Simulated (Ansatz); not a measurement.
Ansatz (a quantum-chemistry and plane-wave program) input:

Ansatz 0.2 input:
```yaml
crystal:
  lattice:
    - [2.2901581119, 1.3222234024, 18.7514211995]
    - [-2.2901581119, 1.3222234024, 18.7514211995]
    - [0.0, -2.6444468048, 18.7514211995]
  atoms:
    - { symbol: Zn, position: [0.599775952, 0.599775952, 0.599775952] }
    - { symbol: Hg, position: [0.998000263, 0.998000263, 0.998000263] }
    - { symbol: Hg, position: [0.3994674645, 0.3994674645, 0.3994674645] }
    - { symbol: Hg, position: [0.8010248064, 0.8010248064, 0.8010248064] }
    - { symbol: Hg, position: [0.2026955778, 0.2026955778, 0.2026955778] }
    - { symbol: Te, position: [0.0482476854, 0.0482476854, 0.0482476854] }
    - { symbol: Te, position: [0.4497817169, 0.4497817169, 0.4497817169] }
    - { symbol: Te, position: [0.8513389514, 0.8513389514, 0.8513389514] }
    - { symbol: Te, position: [0.2532028901, 0.2532028901, 0.2532028901] }
    - { symbol: Te, position: [0.6468646923, 0.6468646923, 0.6468646923] }
kpoints:
  mp_grid: { grid: [10, 10, 10] }
hamiltonian:
  xc: r2scan
  pseudopotentials: { kind: paw }
scf:
  occupations: { method: gaussian, width: 0.05 }
checkpoint: { read: metal.run }
output: { write_density: true, elf: true, volumetric_format: npy }
basis: { fft_grid_basis: typed }
```

Output (shortened):

```
Pseudopotential: Zn, paw, valence charge 12
Pseudopotential: Hg, paw, valence charge 20
Pseudopotential: Te, paw, valence charge 16
Functional definition: r2SCAN
Crystal: 10 atoms, lattice volume = 340.687 Å³
Basis set: ecut = 500 eV, 8709 PW (Γ), exchange–correlation on 576×576×576 points (64 copies of the dense FFT grid, shifted against one another)
Bands: 104, of which v1, the nominal top of the filled ones, is band 86 counted from 1 (85 counted from 0)
Symmetry: 6 space group operations
Space group: R3m (ITA 160), of the structure as read, at distance tolerance 7.0e-5 Å
k-points: 116 of 1000 (time reversal used)
Stability of the state it starts from, as read at its close in the unpolarized treatment …
above `basis.xc_grid: 1` what an evaluation of the exchange-correlation sum on the CPU reads of the core charge is laid as it comes …
iter 1 solved again at ethr=2.29e-7 eV; its pass at ethr=3.10e-3 eV (dr2=3.93e-4 eV) is discarded
SCF iter   1: F=—  HF=-93613.659181 eV  |F-HF|=—  |Δ(HF+E_count)|=         —  Δρ=7.84e-7  dr2=2.65e-9  dr2_τ=1.79e-10  ethr=2.29e-7  ⟨swp⟩=4.1  Hψ=79967  notcnv=0
preconditioner: auto → LDOS
SCF iter   2: F=—  HF=-93613.659203 eV  |F-HF|=—  |Δ(HF+E_count)|=   2.23e-5  Δρ=1.35e-6  dr2=1.29e-8  dr2_τ=3.45e-10  ethr=1.54e-12  ⟨swp⟩=9.2  Hψ=64149  notcnv=0
SCF iter   3: F=-93613.659203 eV  HF=-93613.659203 eV  |F-HF|=9.60e-10  |Δ(HF+E_count)|=   3.39e-9  Δρ=5.16e-7  dr2=1.45e-9  dr2_τ=8.79e-11  ethr=1.54e-12  ⟨swp⟩=1.0  Hψ=31786  notcnv=0
SCF 1 converged in 3 iterations: F = -93613.659203 eV  dr2 = 1.45e-9
SCF converged after 3 iterations
Free energy (F): -93613.659203 eV
Harris-Foulkes:  -93613.659203 eV  (|F-HF|=9.60e-10)
Internal energy: -93613.658925 eV  (E = F + TS)
E sigma→0 (E₀):  -93613.659064 eV
Entropy (-TS):   -0.000278 eV (-0.028 meV/atom)
Fermi energy:    7.667285 eV
--- Per-component energies (eV) ---
  E_band       = -3601.026260
  E_kinetic    = 3441.219340
  E_local      = -23170.153558  (includes V_loc(G=0)·N_el)
  E_nonlocal   = -636.032712
  E_hartree    = 11311.361392
  E_xc         = -1528.279921
  E_vxc        = -1766.315836  (∫ρ·V_xc dr)
  E_paw        = -65169.429208  (= ΣΔE_a)
  E_vpaw       = -4210.202126  (= ΣTr[D̂ρ^β])
  E_aug_tail   = 0.001264  (compensation charges beyond the density's cutoff)
  E_vtau       = 117.734306  (kinetic-family band-sum trace: ∫τ·v_τ [+ j·A + Jᵃ·Aᵃ] dr)
  E_ewald      = -17862.991469
  E_core_change = 0.645948  (= ΣΔE_core)
  E_smearing   = -0.000278  (= −TS)
  E_closure    = 0.000000  (closes the sum)
  Σ components = -93613.659203   (vs F -93613.659203, Δ=0.00e0)
  [band-id]    e_kinetic+e_local+e_nonlocal+2·e_hartree+e_vxc+e_vpaw+e_augmentation_tail+e_vtau = -3601.026539   (vs E_band -3601.026260, Δ=-2.79e-4)
--- Band table (eV; the first three rows and the last of 116) ---
  k-point 0: bands = ["-109.4754", "-109.4540", "-109.4398", "-109.4223", "-57.3248", "-57.3172", "-57.3172", "-57.3020", "-57.2967", "-57.2967", "-57.2876", "-57.2826", "-57.2826", "-57.2683", "-57.2663", "-57.2663", "-29.8102", "-29.8032", "-29.8032", …
  k-point 1: bands = ["-109.4754", "-109.4540", "-109.4398", "-109.4223", "-57.3248", "-57.3172", "-57.3172", "-57.3020", "-57.2967", "-57.2967", "-57.2876", "-57.2827", "-57.2826", "-57.2683", "-57.2663", "-57.2663", "-29.8102", "-29.8032", "-29.8032", …
  k-point 2: bands = ["-109.4754", "-109.4540", "-109.4398", "-109.4223", "-57.3248", "-57.3172", "-57.3172", "-57.3020", "-57.2967", "-57.2967", "-57.2876", "-57.2827", "-57.2827", "-57.2683", "-57.2664", "-57.2663", "-29.8101", "-29.8033", "-29.8032", …
  k-point 115: bands = ["-109.4754", "-109.4540", "-109.4398", "-109.4223", "-57.3248", "-57.3172", "-57.3172", "-57.3020", "-57.2967", "-57.2967", "-57.2876", "-57.2826", "-57.2826", "-57.2683", "-57.2663", "-57.2663", "-29.8102", "-29.8032", "-29.8032", …
```

Cost: roughly 12 core-minutes on shared cores.

The first step of the workflow began from a Materials Project structure, measured or hypothetical; the Crystallography Open Database copy checked does not list it. Whether it is the stable phase at ambient conditions was not checked. The r²SCAN relaxation kept the symmetry of its start; whether a distortion lowers the energy is not shown. Spin–orbit coupling is left out wherever it is not named.

Potentials: the later of the program's two PAW sets.

Ansatz is a plane-wave DFT program.
